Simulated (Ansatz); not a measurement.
Y3Si5 in space group P-62m (No. 189; Y on 3f, Si on 2d, Si on 3g) under volume change, DFT-r²SCAN in the program Ansatz with PAW potentials, shape and atoms relaxed at each volume.

```csv
V (Å³/atom),E − E(relaxed) (meV/atom),P (GPa)
18.091,43.6,8.63
18.688,18.2,5.15
19.284,4.5,2.29
19.881,0.0,0.00
20.477,4.1,-2.16
21.073,15.7,-4.07
21.670,34.2,-5.79
```

Question: What does a third-order Birch–Murnaghan fit give for V₀, B₀ and B′?

Answer: V₀ = 19.86 Å³/atom, B₀ = 77.1 GPa, B′ = 3.7.

The start of the workflow was typed in or built on a structure type; neither database checked (COD, Materials Project) lists it. Its standing as an ambient phase is unchecked. Symmetry was held in the r²SCAN relaxation; whether a distortion lowers the energy is not shown. No spin polarisation was allowed.

Potentials: the earlier of the program's two PAW sets.
